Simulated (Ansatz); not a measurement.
Bi$_{2}$Se$_{3}$: from a starting cell to a relaxed one

The start is a relaxed Bi2Se3 cell with every coordinate shifted by Gaussian noise of σ = 0.1 Å. The cell and all atomic positions are relaxed at zero pressure with r2SCAN (plane waves to 500 eV, PAW, scalar-relativistic; Ansatz, a first-principles code). The first steps use a coarse 7×7×7 k-mesh.

Starting cell:
```yaml
crystal:
  lattice:
    - [2.08254, 1.20235, 10.05990]
    - [-2.08254, 1.20235, 10.05990]
    - [0.00000, -2.40471, 10.05990]
  atoms:
    - { symbol: Bi, position: [0.37160, 0.39223, 0.43292] }
    - { symbol: Bi, position: [0.57920, 0.62758, 0.59346] }
    - { symbol: Se, position: [0.94959, 0.96551, 0.09377] }
    - { symbol: Se, position: [0.26097, 0.19451, 0.20273] }
    - { symbol: Se, position: [0.78217, 0.74314, 0.83222] }
```

Q: What is the largest force in the starting geometry, and on which atom (counted from 1)?

A: 1.35 eV/Å, on Se4 (atoms numbered as listed).

Q: How much energy is released per atom?

A: 0.06 eV/atom.

Q: Is the parent structure recovered?

A: It relaxes back to the parent, R-3m (No. 166).

Q: How do the shortest distances between atoms change?

A: The closest pairs of elements (up to four, under 3.6 Å), start → end: Bi–Se 2.64 → 2.86 Å.

Q: What band gap does the relaxed structure have at this level?

A: 0.82 eV, direct at Γ (no spin-orbit coupling).

Final values are on a 9×9×9 k-mesh of the relaxed cell. No spin polarisation in the result. Without spin-orbit coupling the bands of the heavy element are not split, so the gap can be far off.
